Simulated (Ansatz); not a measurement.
Data:

BP (zinc blende, F-43m), a = 4.548 Å, b = 4.548 Å, c = 4.548 Å, α = 90.00°, β = 90.00°, γ = 90.00°; the cell used has 2 atoms.

This is the PBE-relaxed structure.

### Question
All from the program Ansatz at the PBE level (PAW), unless another level is named. Estimate the hole effective mass, band 1 of 3 at the edge.

### Answer
0.33 along [100], 2.5 along [110], 0.64 along [111] (mₑ).

### Question
Next, the formation energy from the elements (no fitted shifts)?

### Answer
-0.43 eV/atom.

### Question
Next, the hole effective mass, band 3 of 3 at the edge?

### Answer
0.26 along [100], 0.15 along [110], 0.13 along [111] (mₑ).

### Question
Predict the band gap.

### Answer
1.25 eV (indirect).

### Question
What about the weight of the conduction-edge state by species (Voronoi cells)?

### Answer
P 53 %, B 47 %.

### Question
Next, the valence-band maximum?

### Answer
at Γ.

The PBE relaxation kept the symmetry of its start; phonons on a q-mesh show no instability. The volume moved by 18 % from the start of the relaxation. The references are the lowest solids computed at this level, not always the standard phases.

Potentials: the later of the program's two PAW sets.
